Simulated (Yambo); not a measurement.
A BSE run in Yambo for LiNbO3 (centrosymmetric, paraelectric, space group R-3c, No. 167) (PBEsol bands; 6×6×6 mesh, 12 valence and 5 conduction bands, static screening with 75 bands and a 3 Ry block, scissor 1.22 eV, Tamm-Dancoff; field along x) gives:

```json
[
 {"state": "1", "energy (eV)": "3.44", "states within 2 meV": "3", "relative strength": "< 0.01", "class": "dark"},
 {"state": "2", "energy (eV)": "3.49", "states within 2 meV": "2", "relative strength": "0.24", "class": "strong"},
 {"state": "3", "energy (eV)": "3.53", "states within 2 meV": "1", "relative strength": "< 0.01", "class": "dark"},
 {"state": "4", "energy (eV)": "3.54", "states within 2 meV": "1", "relative strength": "< 0.01", "class": "dark"},
 {"state": "5", "energy (eV)": "3.54", "states within 2 meV": "2", "relative strength": "1.00", "class": "strong"}
]
```

Axes are Cartesian, with cell vectors (Å) (2.63, 1.52, 4.63), (-2.63, 1.52, 4.63), (0.00, -3.04, 4.63).

Question: What changes when the window shrinks to 7 valence and 3 conduction bands?

Answer: The lowest state goes from 3.441 eV to 3.457 eV, and its distance below the direct gap from 0.278 eV to 0.261 eV. These are vertical excitations (zero momentum); the indirect quasiparticle gap, about 3.60 eV, is smaller than the direct one (3.72 eV on the GW mesh). The scissor comes from a G0W0 run whose convergence isn't established.

Spin-orbit coupling is not included.

Geometry of the Materials Project entry, not relaxed at this level; primitive cell a = b = c = 5.544 Å, α = β = γ = 56.75°.

This is not the ordinary phase of the substance.
